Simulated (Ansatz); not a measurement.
## InSb3: a vibration from a frozen displacement

These are results of Ansatz 0.2.0, DFT PBEsol, scalar-relativistic, plane waves, PAW, not measurements. Cutoff 420 eV, Γ-centred 10×10×10 k-points, Gaussian smearing of 0.15 eV. Spin–orbit coupling is left out, which matters for the heavy elements here. No spin polarisation. Energies are free energies at this smearing, counted from the undisturbed cell; pressure is positive in compression.

Zero of the scan (relaxed at this level; it needn't be the usual structure):

```
In Sb
1.0
     4.72824    0.00000    0.00000
     0.00000    4.72824    0.00000
     0.00000    0.00000    4.72824
In Sb
1 3
Cartesian
  0.0000 0.0000 0.0000
  2.3641 0.0000 2.3641
  0.0000 2.3641 2.3641
  2.3641 2.3641 0.0000
```

Atom 1 (In) is moved by x along the Cartesian unit vector (0.577, 0.577, 0.577); the cell and all other atoms stay fixed. The cell's volume is 105.71 Å³; the moved atoms weigh 114.818 u together and the others 365.280 u.

| x (Å) | ΔE (meV/cell) | total force on the moved atoms along the move (eV/Å) | pressure (GPa) |
| --- | --- | --- | --- |
| -0.1000 | 7.95 | 0.1609 | 0.0659 |
| -0.0500 | 1.97 | 0.0792 | 0.0175 |
| 0.0000 | 0.00 | 0.0000 | 0.0015 |
| 0.0750 | 4.45 | -0.1195 | 0.0377 |

What frequency belongs to this motion?

The force constant is k = −dF/dx = 1.587 eV/Å², from the parabola through x = -0.0500, 0 and 0.0750. In every cell the moved atoms swing against the rest, so the mass is μ = m₁m₂/(m₁ + m₂) = 87.359 u, and ν̃ = 521.5 cm⁻¹ × √(|k|/μ) = 70 cm⁻¹. The pattern needn't be a normal mode: ν̃² is then a weighted mean of the squared nonzero frequencies at the zone centre of this cell, so it lies between the lowest and the highest of them.

How far does the harmonic law reach?

At x = -0.100 Å, kx²/2 = 7.94 meV against the computed 7.95 meV (+0.2 %): the well is still close to harmonic there.

In a metal these slopes depend on the k mesh and the smearing.

Cost: 4 runs of about 3.8 core-minutes in all, on Intel Xeon Processor @ 2.50GHz (Skylake/Cascade Lake) (shared hosts).